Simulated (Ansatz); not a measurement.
SiMo2C:
```xyz
8
Lattice="3.1063 0.0000 0.0000 -1.5532 2.6902 0.0000 0.0000 0.0000 12.2611" Properties=species:S:1:pos:R:3 pbc="T T T"
Si     1.5532     0.8967     3.0653
Si     0.0000     1.7934     9.1958
Mo     1.5532     0.8967    11.1150
Mo     0.0000     1.7934     1.1461
Mo     0.0000     1.7934     4.9845
Mo     1.5532     0.8967     7.2766
C      0.0000     0.0000     0.0000
C      0.0000     0.0000     6.1305
```

Relaxed with r²SCAN.

Task: Map the electron localisation function on the plane through (0.667, 0.333, 0.250) spanned by u = [0, 0, 1] and v = [1, -1, 0] in lattice vectors, from r²SCAN in the plane-wave PAW code Ansatz.

Result: x is the fraction of u, y of v (the angle between them is 90°; rows are the nearest grid lines); atoms in the plane: Si at (0.00, 0.00), Si at (0.50, 0.67), Mo at (0.66, 0.00), Mo at (0.84, 0.67), Mo at (0.16, 0.67), Mo at (0.34, 0.00), C at (0.75, 0.33), C at (0.25, 0.33).
```
|%+#@%+-:::.+@*-%%::==::%%-*@+.:::-+%@#+%|
|*=#@%+-:::.+@#*@#::==::#@*#@+.:::-+%@#=*|
|=+%@#=::::.=%@@@*:-++-:*@@@%=.::::=#@%+=|
|%@@#-:-:::-:-**+-=%%%%=-+**-:-:::-:-#@@%|
|%%%=-+**-:-:::-:-#@@@@#-:-:::-:-**+-=%%%|
|##+-+%@@*:::...:+@@##@@+:...:::*@@%+-+##|
|*+-:*@@@%=.::::=#@%++%@#=::::.=%@@@*:-+*|
|==::#@*#@+.:::-+%@#==#@%+-:::.+@#*@#::==|
|==::%%-*@+.:::-+%@#++#@%+-:::.+@*-%%::==|
|+=-:*@%@%-:--:-+%@%++%@%+-:--:-%@%@*:-=+|
|++-:=%@%*:-==--=#@@**@@#=--==-:*%@%=:-++|
|++=::+*+-=*#+=-=*%@##@%*=-=+#*=-+*+::=++|
|===-:::-=#@@#+-=+##**##+=-+#@@#=-:::-===|
|----:.:-#@@@@*--=++++++=--*@@@@#-:.:----|
|.:::::-*@%*%@#=----::----=#@%*%@*-:::::.|
| ..:::+%@- -@%+:::....:::+%@- -@%+:::.. |
|..::::=%@+ +@%=:::....:::=%@+ +@%=::::..|
|::----=#@%*%@*-::::::::::-*@%*%@#=----::|
|=+++=--*@@@@#-:.:------:.:-#@@@@*--=+++=|
|**##+=-+#@@#=-:::-====-:::-=#@@#+-=+##**|
|+#@%*=-=+#*=-+*+::=++=::+*+-=*#+=-=*%@#+|
|=+%@%+-:--:-%@%@*:-==-:*@%@%-:--:-+%@%+=|
|*=#@%+-:::.+@#*@#::==::#@*#@+.:::-+%@#=*|
|%+#@%+-:::.+@*-%%::==::%%-*@+.:::-+%@#+%|
```
Scale: ten equal steps from 0.010 (start of ' ') to 0.772 (end of '@'), in the order ' .:-=+*#%@'; x runs from 0.000 to 1.00, y from 0.000 (bottom) to 1.00 (top).

The density is the valence pseudo-density with augmentation charge, so density and ELF within about 1 Å of a nucleus are not all-electron values.

Space group P6_3/mmc. The start of the workflow was typed in or built on a structure type; neither database checked (COD, Materials Project) lists it. Its standing as an ambient phase is unchecked. The cell was relaxed with r²SCAN under the symmetry of its start; whether a distortion lowers the energy is not shown. No spin polarisation was allowed.

Potentials: the earlier of the program's two PAW sets.
